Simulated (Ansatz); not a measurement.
Y2Zn3N4: field gradients at two levels of theory

Cell: a Materials Project structure (computed, not necessarily an observed phase).

```cif
data_Y2Zn3N4
_symmetry_space_group_name_H-M 'C2/c'
_symmetry_Int_Tables_number 15
_cell_length_a 11.6055
_cell_length_b 7.1792
_cell_length_c 6.3457
_cell_angle_alpha 90.000
_cell_angle_beta 91.715
_cell_angle_gamma 90.000
loop_
_atom_site_label
_atom_site_type_symbol
_atom_site_symmetry_multiplicity
_atom_site_Wyckoff_symbol
_atom_site_fract_x
_atom_site_fract_y
_atom_site_fract_z
Y Y 8 f 0.3581 0.8720 0.6416
Zn5 Zn 8 f 0.1524 0.9159 0.0300
Zn9 Zn 4 e 0.5000 0.2391 0.7500
N11 N 8 f 0.2334 0.9206 0.3319
N15 N 8 f 0.4506 0.8015 0.9758
```

One atom of each set is listed; the run and its k-mesh use a cell of 18 atoms with edges of 6.82, 6.82, 6.35 Å.

First run. The numbers come from a DFT calculation in Ansatz (PBE, plane waves and PAW, scalar-relativistic, 420 eV cutoff, Γ-centred 5×5×5 k-points, Fermi–Dirac smearing 0.02 eV).

```
site  V_zz (10²¹ V/m²)     η
   Y             -4.74  0.75
 Zn5             15.13  0.53
 Zn9             -20.3  0.02
 N11             -3.54  0.82
 N15             -2.91  0.60
```

Second run. The same atoms and settings, except that the functional is r2SCAN and the cutoff is 500 eV.

Task: Given the first result, estimate the second.

Result: 

```
site   V_zz     η  change of V_zz
   Y  -5.06  0.76           -0.32
 Zn5  15.68  0.53           +0.55
 Zn9  -21.2  0.03           -0.86
 N11  -3.61  0.83           -0.07
 N15  -2.94  0.65           -0.03
```

The largest change of V_zz is on Zn9, from -20.3 to -21.2. In per cent, |V_zz| changes by +7 on Y, +4 on Zn, +1 to +2 on N (all sites that start above 0.5).

Without spin–orbit coupling (the program notes it for Y) the gradients are little affected as a rule: paired runs on crystals with a gap mostly move them by under 2 % at such atoms.
For the second run: At this cell the principal stresses reach 6 GPa in size with r2SCAN, which can matter for small gradients. The largest force is 0.4 eV/Å, so the atoms aren't at the calculated equilibrium and relaxing them would move these values. With these PAW files V_zz is typically within 2 to 3 % of all-electron values, but misses above 10 % occur on Zn.
